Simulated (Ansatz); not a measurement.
BiB (zinc blende) was relaxed and computed twice in Ansatz (plane waves, PAW), once with PBEsol and once with r²SCAN.

```tsv
	run 1	run 2
cell	a = b = c = 5.455 Å, α = β = γ = 90.00°	a = b = c = 5.490 Å, α = β = γ = 90.00°
gap (eV)	0.45	0.39
ΔH_f (eV/atom)	0.79	0.76
B₀ by P(V) fit (GPa)	81.3	79.5
K_Hill (GPa)	81.8	80.2
G_Hill (GPa)	64.1	66.6
highest Γ mode, no LO–TO term (cm⁻¹)	531	534
electron conductivity mass (mₑ)	0.034	0.025
Θ_D (K)	321	328
```

Task: Which run used which functional?

Result: Run 1 is PBEsol, run 2 is r²SCAN.

Constructed cells (a structure type filled with these elements, in neither database checked): BiB, zinc blende. All cells were relaxed under the symmetry of their starts (and spin orders); stability against distortions was not tested throughout. Scalar-relativistic: spin–orbit coupling is off unless named, which matters more the heavier the elements.

Potentials: the later of the program's two PAW sets.

Ansatz (a program for electronic structure) is a plane-wave DFT program.

Formation energies count from the lowest solids of the elements computed at the same level, not from gases.
